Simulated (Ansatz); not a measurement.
**Electric field gradients in CoSn₂**

Theory: Ansatz, DFT LDA, scalar-relativistic, plane waves, PAW. Settings: 420 eV plane-wave cutoff, Γ-centred 8×8×8 mesh, Fermi-Dirac smearing of 0.15 eV. No spin polarisation.

The cell, relaxed at this level:
```yaml
crystal:
  lattice:
    - [-3.10870, 3.10870, 2.68435]
    - [3.10870, -3.10870, 2.68435]
    - [3.10870, 3.10870, -2.68435]
  atoms:
    - { symbol: Co, position: [0.25000, 0.25000, 0.00000] }
    - { symbol: Co, position: [0.75000, 0.75000, 0.00000] }
    - { symbol: Sn, position: [0.66674, 0.16674, 0.83348] }
    - { symbol: Sn, position: [0.16674, 0.33326, 0.50000] }
    - { symbol: Sn, position: [0.33326, 0.83326, 0.16652] }
    - { symbol: Sn, position: [0.83326, 0.66674, 0.50000] }
```

In a metal these results depend on the k mesh and the smearing. Spin polarisation was left out, and a magnetic state may lie lower. Spin–orbit coupling is left out, which matters for gradients at heavy nuclei.

Question: Give V_zz (10²¹ V/m²) and the asymmetry η at each distinct site.

Answer:
```csv
atom,V_zz,η
Co (atom 1),-0.677,0.00
Sn (atom 3),-11.23,0.14
```

Cost: 1 run of about 0.17 core-minutes, on Oxide Virtual Turin-like Processor (Zen 5) (shared hosts).